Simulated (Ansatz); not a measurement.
MgAlNO in space group P3m1 (No. 156; Al on 1b, Mg on 1c, O on 1b, N on 1c), plane-wave PAW PBEsol (Ansatz code). The conduction-band minimum lies at Γ, with 1 equivalent valley. Second derivatives d²E/dk² of the lowest band at one valley (eV·Å²), along Cartesian directions:

| direction | d²E/dk² |
|---|---|
| [100] | 24.71 |
| [010] | 24.71 |
| [001] | 26.46 |
| [110] | 24.71 |
| [101] | 25.59 |
| [011] | 25.59 |

Q: Find the principal effective masses, the density-of-states mass and the conductivity mass.

A: Off-diagonal terms follow from H_xy = H[110] − (H_xx + H_yy)/2, and m*/mₑ = 7.620 eV·Å² over each eigenvalue: 0.29, 0.31, 0.31. One valley's DOS mass (m₁m₂m₃)^(1/3) = 0.30, conductivity mass 3/(Σ 1/mᵢ) = 0.30 mₑ.

Q: What effective density of states Nc follows at 300 K for parabolic valleys?

A: Nc = 2.509e19 × 1 × (0.30)^(3/2) ≈ 4.1e18 cm⁻³.

Q: With the computed static dielectric constant 7.44 (mean of the diagonal), estimate a hydrogenic donor's binding energy and radius.

A: E = 13.606 eV × 0.30/7.44² ≈ 74 meV; a = 0.529 Å × ε/m* ≈ 13 Å. Semilocal masses tend to be too small when the gap is underestimated.

The start of the workflow was typed in or built on a structure type; neither database checked (COD, Materials Project) lists it. Whether it is the stable phase at ambient conditions was not checked. The cell was relaxed with PBEsol under the symmetry of its start; its stability against distortions is not shown here. The volume moved by -22 % from the start of the relaxation.

Potentials: the earlier of the program's two PAW sets. The files were generated under PBE; for other functionals the program regenerates the frozen cores, and for LDA and PBEsol the local potential too.
